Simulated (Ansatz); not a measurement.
Ti$_{2}$SiB$_{2}$:
```
CELL_PARAMETERS angstrom
      3.00904     0.00000     0.00000
     -1.50452     2.60590     0.00000
      0.00000     0.00000     7.25068
ATOMIC_POSITIONS crystal
  Ti 0.33333 0.66667 0.71783
  Ti 0.33333 0.66667 0.28217
  Si 0.00000 0.00000 0.00000
  B  0.00000 0.00000 0.50000
  B  0.66667 0.33333 0.50000
```

Relaxed with PBE. Special points in fractions of this cell's reciprocal vectors: Γ (0.000, 0.000, 0.000); M (0.500, 0.000, 0.000); K (0.333, 0.333, 0.000); A (0.000, 0.000, 0.500); L (0.500, 0.000, 0.500); H (0.333, 0.333, 0.500).

### Question
List the band energies nearest the Fermi level at these points for DFT-PBE in the program Ansatz with PAW potentials.

### Answer
In eV from the Fermi level; about four levels below and three above (degenerate sets whole), none deeper than 8.9 eV; points with the same levels are listed once.

```json
[
 {"k": "Γ", "below": "-2.16 -1.98 -1.84 -1.84", "above": "0.62 0.62 0.77 0.77"},
 {"k": "M", "below": "-3.25 -2.97 -1.68 -1.53", "above": "1.50 1.71 1.75"},
 {"k": "K", "below": "-2.65 -2.38 -1.68 -0.21", "above": "1.58 1.62 1.99"},
 {"k": "A", "below": "-4.18 -1.83 -1.83 -0.68", "above": "0.68 0.68 0.74 0.74"},
 {"k": "L", "below": "-2.92 -2.39 -2.31 -1.24", "above": "0.76 1.45 2.83"},
 {"k": "H", "below": "-2.39 -2.37 -2.12 -0.46", "above": "1.96 2.46 2.57"}
]
```

Space group P-6m2. The start of the workflow was typed in or built on a structure type; neither database checked (COD, Materials Project) lists it. Its standing as an ambient phase is unchecked. Symmetry was held in the PBE relaxation; whether a distortion lowers the energy is not shown. The run is not spin-polarised.

Potentials: the earlier of the program's two PAW sets.
